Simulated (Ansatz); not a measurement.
**ZrTi2N3: a bulk modulus from differences**

It was reached by relaxing an invented guess, and it needn't be the stable form of this composition.

Level of theory: DFT PBE, scalar-relativistic, plane waves, PAW (Ansatz). Plane waves to 420 eV, a 16×16×16 mesh through Γ for the 6-atom cell and 0.10 eV Gaussian smearing; no spin polarisation.

```cif
data_structure
_symmetry_space_group_name_H-M 'I4/mmm'
_symmetry_Int_Tables_number 139
_cell_length_a 3.1082
_cell_length_b 3.1082
_cell_length_c 13.1432
_cell_angle_alpha 90.000
_cell_angle_beta 90.000
_cell_angle_gamma 90.000
_cell_volume 126.98
loop_
_atom_site_label
_atom_site_type_symbol
_atom_site_symmetry_multiplicity
_atom_site_Wyckoff_symbol
_atom_site_fract_x
_atom_site_fract_y
_atom_site_fract_z
_atom_site_occupancy
Zr1 Zr 2 a 0.00000 0.00000 0.00000 1
Ti1 Ti 4 e 0.50000 0.50000 0.17375 1
N1 N 4 e 0.00000 0.00000 0.16979 1
N2 N 2 b 0.50000 0.50000 0.00000 1
```

The cell was set to several volumes, with shape and atoms relaxed at each where symmetry leaves them free. Pressure is positive in compression, and energies count from the lowest row. No row has a gap on its mesh.

```tsv
row	V (Å³/atom)	P (GPa)	ΔE (meV/atom)
1	9.312	42.68	151.0
2	9.629	29.31	80.1
3	9.946	?	?
4	10.264	8.25	7.9
5	10.581	-0.01	0.0
6	10.899	-7.04	7.2
7	11.216	-13.02	27.3
8	11.640	-19.60	70.7
```

Question: Find B = −V·ΔP/ΔV from rows 4 and 6 and from rows 1 and 2, and from the two its slope B′ and its value B0 at zero pressure.

Answer: Rows 4 and 6 give −(10.264 + 10.899)/2 × (-7.04 − (8.25))/(10.899 − 10.264) = 254.8 GPa at a mean pressure of 0.60 GPa. Rows 1 and 2 give −(9.312 + 9.629)/2 × (29.31 − (42.68))/(9.629 − 9.312) = 399.4 GPa at a mean pressure of 35.99 GPa. So B′ = (399.4 − 254.8)/(35.99 − (0.60)) = 4.09 and B0 = 254.8 − 4.09 × (0.60) = 252.3 GPa. A third-order Birch–Murnaghan fit to all the energies gives B0 = 253.3 GPa and B′ = 4.3.

Question: Estimate the pressure and energy of row 3.

Answer: From row 5, V0 = 10.581 × (1 + (-0.01)/252.3) = 10.581 Å³/atom. Murnaghan's form P = (B0/B′)·[(V0/V)^B′ − 1] gives (252.3/4.09) × [(10.581/9.946)^4.09 − 1] = 17.77 GPa; the computed pressure is 17.94 GPa, so the estimate is off by -0.17 GPa. The work of compression from row 4, with the mean of the two pressures, gives ΔE = 7.9 + (17.77 + 8.25)/2 × (10.264 − 9.946)/160.2 × 1000 = 33.7 meV/atom (1 eV/Å³ = 160.2 GPa); the computed value is 33.6 meV/atom.

All volumes keep the k mesh of the relaxed cell. A later test with randomly moved atoms came back to the same energy, though modes that don't fit the test's cell weren't probed.
